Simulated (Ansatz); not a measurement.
SrO:
```cif
data_OSr
_chemical_formula_sum 'Sr1 O1'
_space_group_name_H-M_alt 'P 1'
_space_group_IT_number 1
_cell_length_a 3.62229
_cell_length_b 3.62229
_cell_length_c 3.62229
_cell_angle_alpha 60.000
_cell_angle_beta 60.000
_cell_angle_gamma 60.000
loop_
_space_group_symop_operation_xyz
  'x, y, z'
loop_
_atom_site_label
_atom_site_type_symbol
_atom_site_fract_x
_atom_site_fract_y
_atom_site_fract_z
_atom_site_occupancy
Sr1 Sr 0.50000 0.50000 0.50000 1
O1 O 0.00000 0.00000 0.00000 1
```

Relaxed with PBEsol.

Q: Decompose the optical modes at the zone centre into irreducible representations, and say which are infrared and Raman allowed.

A: Point group m-3m: Γ_opt = T1u. Infrared: T1u. Raman: none.

Q: Assign frequencies (DFPT, the program Ansatz at the PBEsol level (PAW); without the LO–TO term).

A: T1u 203 cm⁻¹.

Space group Fm-3m (rock salt). The PBEsol relaxation kept the symmetry of its start.

Potentials: the earlier of the program's two PAW sets. The files were generated under PBE; for other functionals the program regenerates the frozen cores, and for LDA and PBEsol the local potential too.
